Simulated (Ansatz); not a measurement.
BaLiF$_{3}$ (cubic perovskite)

```
BaLiF3
1.0
    3.88768     0.00000     0.00000
    0.00000     3.88768     0.00000
    0.00000     0.00000     3.88768
Ba Li F
1 1 3
Direct
  0.00000   0.00000   0.00000
  0.50000   0.50000   0.50000
  0.00000   0.50000   0.50000
  0.50000   0.00000   0.50000
  0.50000   0.50000   0.00000
```

The slice is a {100} plane (indices of the conventional cell) through the point (0.500, 0.500, 0.500) (fractional), spanned by u = [100] and v = [010] in vectors of this cell: u (3.89 Å) and v (3.89 Å, at 90° to u). It covers one period; positions are fractions (u, v).

Method: LDA (plane waves to 420 eV, PAW, scalar-relativistic; Ansatz, a program for electronic structure). k mesh 9×9×9. Near the nuclei the fields are pseudised (PAW); where an atom keeps semicore shells as valence, they peak there. BaLiF3 was relaxed with its symmetry unable to fall.

What is the ELF at the density minimum of the shortest Li–F line in this plane (1.94 Å)?

0.02.

What is the valence density on the shortest Li–F line in this plane (1.94 Å), at its minimum between the atoms?

0.17 e/Å³.

Sketch the electrostatic potential energy of an electron, from the cell's mean on this plane as a map.


| v \ u | 0.00 | 0.09 | 0.19 | 0.28 | 0.38 | 0.47 | 0.56 | 0.66 | 0.75 | 0.84 | 0.94 |
|---|---|---|---|---|---|---|---|---|---|---|---|
| 0.88 | x | x | 4.7 | 6.8 | x | x | x | x | 6.5 | x | x |
| 0.75 | 5.2 | 5.8 | 7.5 | 8.2 | 8.1 | 7.1 | 7.2 | 8.3 | 8.1 | 7.1 | 5.4 |
| 0.62 | x | x | 8.1 | 8.0 | 7.3 | 6.8 | 6.8 | 7.5 | 8.1 | x | x |
| 0.50 | x | x | x | 7.8 | 6.6 | 6.0 | 6.3 | 7.2 | 7.1 | x | x |
| 0.38 | x | x | 8.1 | 8.0 | 7.3 | 6.8 | 6.8 | 7.5 | 8.1 | x | x |
| 0.25 | 5.2 | 5.8 | 7.5 | 8.2 | 8.1 | 7.1 | 7.2 | 8.3 | 8.1 | 7.1 | 5.4 |
| 0.12 | x | x | 4.7 | 6.8 | x | x | x | x | 6.5 | x | x |
| 0.00 | x | x | x | 6.3 | x | x | x | x | 5.2 | x | x |

Values: electrostatic potential energy of an electron, from the cell's mean, in eV. Points within 0.8 Å of a nucleus are blanked (x), as the pseudised field means little there. The zero, the cell's mean, hangs on the PAW cores.
